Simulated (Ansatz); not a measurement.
Geometry optimisation in Ansatz: input, command and trajectory.

```yaml
crystal:
  lattice:
    - [4.4239325282, -2.6517755696, 0.0]
    - [4.4239325282, 2.6517755696, 0.0]
    - [0.0, 0.0, 8.0198002487]
  atoms:
    - { symbol: Li, position: [0.6666666667, 0.3333333333, 0.25] }
    - { symbol: Li, position: [0.3333333333, 0.6666666667, 0.75] }
    - { symbol: Sr, position: [0.1620224915, 0.1713108418, 0.25] }
    - { symbol: Sr, position: [0.8286891582, 0.8379775085, 0.25] }
    - { symbol: Sr, position: [0.8379775085, 0.8286891582, 0.75] }
    - { symbol: Sr, position: [0.1713108418, 0.1620224915, 0.75] }
basis:
  ecutwfc: 420
kpoints:
  mp_grid: { grid: [4, 4, 2] }
hamiltonian:
  xc: pbe
scf:
  occupations: { method: gaussian, width: 0.1 }
  lower_state_search: "off"
output:
  forces: true
  stress: true
  eigenvalues: true
relax:
  adjacent_minimum: "off"
  f_tol: 0.04
  max_steps: 70
  cell: { stress_tol: 0.4 }
```

```bash
ansatz run input.yaml --threads 1 --pin off --max-ram 2560MiB --backend cpu --events-out ev --progress --plain --runs-dir out
```

Theory: DFT PBE, scalar-relativistic, plane waves, PAW in Ansatz 0.2.0.

Of 21 frames 10 are shown, positions in Å and forces in eV/Å; the SCF threshold varies from step to step. Steps run on the plane waves of an earlier cell, with a Pulay correction in the pressure. The basis is chosen afresh for the last frame, the zero of the energies, and at times for earlier ones too; energy and pressure step there, also at an unchanged geometry. Here that happened at step 14 (-32 meV/atom, 0.8 GPa); the frames before carry an error of that size.

```xyz
6
Lattice="4.4239 -2.6518 0.0000 4.4239 2.6518 0.0000 0.0000 0.0000 8.0198" Properties=species:S:1:pos:R:3:forces:R:3 pbc="T T T" step=1 free_energy_over_end_meV_per_atom=1699.70 pressure_GPa=11.26
Li    4.4239   -0.8839    2.0050    0.0000    3.3963    0.0000
Li    4.4239    0.8839    6.0149    0.0000   -3.3963    0.0000
Sr    1.4746    0.0246    2.0050    1.3763   -1.8267    0.0000
Sr    7.3732    0.0246    2.0050   -1.3763   -1.8267    0.0000
Sr    7.3732   -0.0246    6.0149   -1.3763    1.8267    0.0000
Sr    1.4746   -0.0246    6.0149    1.3763    1.8267    0.0000
6
Lattice="4.8152 -2.8945 0.0000 4.8152 2.8945 0.0000 0.0000 0.0000 7.7919" Properties=species:S:1:pos:R:3:forces:R:3 pbc="T T T" step=3 free_energy_over_end_meV_per_atom=811.65 pressure_GPa=6.21
Li    4.8152   -0.7004    1.9480    0.0000    1.3235    0.0000
Li    4.8152    0.7004    5.8439    0.0000   -1.3235    0.0000
Sr    1.6327   -0.1288    1.9480    0.2734   -0.7775    0.0000
Sr    7.9976   -0.1288    1.9480   -0.2734   -0.7775    0.0000
Sr    7.9976    0.1288    5.8439   -0.2734    0.7775    0.0000
Sr    1.6327    0.1288    5.8439    0.2734    0.7775    0.0000
6
Lattice="5.2083 -3.1530 0.0000 5.2083 3.1530 0.0000 0.0000 0.0000 7.5176" Properties=species:S:1:pos:R:3:forces:R:3 pbc="T T T" step=5 free_energy_over_end_meV_per_atom=399.18 pressure_GPa=2.47
Li    5.2083   -0.5773    1.8794    0.0000    0.2213    0.0000
Li    5.2083    0.5773    5.6382    0.0000   -0.2213    0.0000
Sr    1.7517   -0.3658    1.8794    0.0507   -0.3759    0.0000
Sr    8.6650   -0.3658    1.8794   -0.0507   -0.3759    0.0000
Sr    8.6650    0.3658    5.6382   -0.0507    0.3759    0.0000
Sr    1.7517    0.3658    5.6382    0.0507    0.3759    0.0000
6
Lattice="5.5716 -3.3781 0.0000 5.5716 3.3781 0.0000 0.0000 0.0000 6.7218" Properties=species:S:1:pos:R:3:forces:R:3 pbc="T T T" step=8 free_energy_over_end_meV_per_atom=154.02 pressure_GPa=0.52
Li    5.5716   -1.0865    1.6804    0.0000   -0.0230    0.0000
Li    5.5716    1.0865    5.0413    0.0000    0.0230    0.0000
Sr    1.8400   -1.1421    1.6804   -0.0705   -0.0647    0.0000
Sr    9.3032   -1.1421    1.6804    0.0705   -0.0647    0.0000
Sr    9.3032    1.1421    5.0413    0.0705    0.0647    0.0000
Sr    1.8400    1.1421    5.0413   -0.0705    0.0647    0.0000
6
Lattice="6.0140 -3.2969 0.0000 6.0140 3.2969 0.0000 0.0000 0.0000 6.2872" Properties=species:S:1:pos:R:3:forces:R:3 pbc="T T T" step=10 free_energy_over_end_meV_per_atom=104.64 pressure_GPa=0.33
Li    6.0140   -1.2398    1.5718    0.0000   -0.0409    0.0000
Li    6.0140    1.2398    4.7154    0.0000    0.0409    0.0000
Sr    1.8898   -1.3477    1.5718   -0.1131   -0.0400    0.0000
Sr   10.1382   -1.3477    1.5718    0.1131   -0.0400    0.0000
Sr   10.1382    1.3477    4.7154    0.1131    0.0400    0.0000
Sr    1.8898    1.3477    4.7154   -0.1131    0.0400    0.0000
6
Lattice="6.4433 -3.1108 0.0000 6.4433 3.1108 0.0000 0.0000 0.0000 6.0527" Properties=species:S:1:pos:R:3:forces:R:3 pbc="T T T" step=12 free_energy_over_end_meV_per_atom=78.78 pressure_GPa=0.04
Li    6.4433   -1.5098    1.5132    0.0000   -0.0199    0.0000
Li    6.4433    1.5098    4.5395    0.0000    0.0199    0.0000
Sr    1.8904   -1.5352    1.5132    0.0558   -0.0066    0.0000
Sr   10.9961   -1.5352    1.5132   -0.0558   -0.0066    0.0000
Sr   10.9961    1.5352    4.5395   -0.0558    0.0066    0.0000
Sr    1.8904    1.5352    4.5395    0.0558    0.0066    0.0000
6
Lattice="6.3854 -3.1444 0.0000 6.3854 3.1444 0.0000 0.0000 0.0000 6.0757" Properties=species:S:1:pos:R:3:forces:R:3 pbc="T T T" step=14 free_energy_over_end_meV_per_atom=46.23 pressure_GPa=0.88
Li    6.3854   -1.5659    1.5189    0.0000   -0.0003    0.0000
Li    6.3854    1.5659    4.5568    0.0000    0.0003    0.0000
Sr    1.8979   -1.5675    1.5189    0.0030   -0.0035    0.0000
Sr   10.8728   -1.5675    1.5189   -0.0030   -0.0035    0.0000
Sr   10.8728    1.5675    4.5568   -0.0030    0.0035    0.0000
Sr    1.8979    1.5675    4.5568    0.0030    0.0035    0.0000
6
Lattice="7.0472 -3.1291 0.0000 7.0472 3.1291 0.0000 0.0000 0.0000 5.8347" Properties=species:S:1:pos:R:3:forces:R:3 pbc="T T T" step=17 free_energy_over_end_meV_per_atom=10.99 pressure_GPa=0.15
Li    7.0472   -1.5642    1.4587    0.0000   -0.0057    0.0000
Li    7.0472    1.5642    4.3760    0.0000    0.0057    0.0000
Sr    2.0702   -1.5706    1.4587   -0.0445    0.0127    0.0000
Sr   12.0242   -1.5706    1.4587    0.0445    0.0127    0.0000
Sr   12.0242    1.5706    4.3760    0.0445   -0.0127    0.0000
Sr    2.0702    1.5706    4.3760   -0.0445   -0.0127    0.0000
6
Lattice="7.4859 -3.1101 0.0000 7.4859 3.1101 0.0000 0.0000 0.0000 5.5614" Properties=species:S:1:pos:R:3:forces:R:3 pbc="T T T" step=19 free_energy_over_end_meV_per_atom=0.65 pressure_GPa=0.13
Li    7.4859   -1.5494    1.3903    0.0000   -0.0047    0.0000
Li    7.4859    1.5494    4.1710    0.0000    0.0047    0.0000
Sr    2.1628   -1.5574    1.3903    0.0110    0.0087    0.0000
Sr   12.8090   -1.5574    1.3903   -0.0110    0.0087    0.0000
Sr   12.8090    1.5574    4.1710   -0.0110   -0.0087    0.0000
Sr    2.1628    1.5574    4.1710    0.0110   -0.0087    0.0000
6
Lattice="7.6510 -3.1072 0.0000 7.6510 3.1072 0.0000 0.0000 0.0000 5.5130" Properties=species:S:1:pos:R:3:forces:R:3 pbc="T T T" step=21 free_energy_over_end_meV_per_atom=0.00 pressure_GPa=-0.02
Li    7.6510   -1.5436    1.3782    0.0000    0.0048    0.0000
Li    7.6510    1.5436    4.1347    0.0000   -0.0048    0.0000
Sr    2.2067   -1.5403    1.3782    0.0244   -0.0345    0.0000
Sr   13.0954   -1.5403    1.3782   -0.0244   -0.0345    0.0000
Sr   13.0954    1.5403    4.1347   -0.0244    0.0345    0.0000
Sr    2.2067    1.5403    4.1347    0.0244    0.0345    0.0000
```

The start is a random arrangement. The cell swells from 31.4 to 43.7 Å³ an atom, so the end can be far from any stable crystal. At the end the space group is Fmmm (tolerance 0.05 Å).

The run took 2.1 min on 1 thread of Arm Neoverse V1, on a shared host, peak memory 0.49 GiB.

The k mesh is coarse.